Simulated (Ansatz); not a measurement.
NbP:
```
NbP
1.0
    3.06235     0.00000     0.00000
    0.00000     3.06235     0.00000
    0.00000     0.00000     3.06235
Nb P
1 1
Direct
  0.00000   0.00000   0.00000
  0.50000   0.50000   0.50000
```

Relaxed with LDA. Special points in fractions of this cell's reciprocal vectors: Γ (0.000, 0.000, 0.000); X (0.000, 0.500, 0.000); M (0.500, 0.500, 0.000); R (0.500, 0.500, 0.500).

Question: List the band energies nearest the Fermi level at these points for LDA (plane waves, PAW; program Ansatz).

Answer: In eV from the Fermi level; about four levels below and three above (degenerate sets whole), none deeper than 8.9 eV; points with the same levels are listed once.

```json
[
 {"k": "Γ", "below": "-3.52 -3.52", "above": "0.14 0.14 0.14"},
 {"k": "X", "below": "-7.82 -2.57 -2.57 -2.24", "above": "2.46 3.78 4.77"},
 {"k": "M", "below": "-4.59 -4.59 -2.88 -0.30 -0.30", "above": "1.74 2.69 4.10"},
 {"k": "R", "below": "-8.16 -6.85 -6.85 -6.85", "above": "3.74 3.74 3.74"}
]
```

Space group Pm-3m (CsCl type). A made-up cell: these elements were put on the sites of a structure type; neither database checked (COD, Materials Project) lists it. COD files the formula under space group No. 141, so this cell is another polymorph or a model. Whether it is the stable phase at ambient conditions was not checked. The cell was relaxed with LDA under the symmetry of its start; phonons on a q-mesh show no instability. No spin polarisation was allowed. Spin–orbit coupling is left out wherever it is not named.

Potentials: the later of the program's two PAW sets.
